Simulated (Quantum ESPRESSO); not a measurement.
```
CELL_PARAMETERS angstrom
      0.00000     3.11287     3.11287
      3.11287     0.00000     3.11287
      3.11287     3.11287     0.00000
ATOMIC_POSITIONS crystal
  Ba 0.00000 0.00000 0.00000
  F  0.25000 0.25000 0.25000
  F  0.75000 0.75000 0.75000
```
The cell comes from the Materials Project (a computed structure). It is BaF2 in Fm-3m. Stability against distortions was not tested.

With PBE (σ by GIPAW in a modified build of Quantum ESPRESSO; JTH PAW datasets, 22.5 Ha):

| quantity | PBE |
|---|---|
| σ_iso Ba (ppm) | 5247.8 |
| σ_iso F (ppm) | 145.4 |

These are absolute shieldings with no macroscopic susceptibility term; δ = σ_ref − σ needs a reference computed alike. In our sweeps, cutoffs and meshes of this size left a few ppm, and up to some 20 ppm on atoms from Zn on. No spin–orbit coupling; Ba is the heaviest element present. Static lattice: thermal averaging is not included.

Problem. What does the LDA, on its own JTH datasets and the same geometry, give?

Solution. 
```csv
quantity,LDA,LDA − PBE
σ_iso Ba (ppm),5172.2,-75.6
σ_iso F (ppm),122.4,-22.9
```
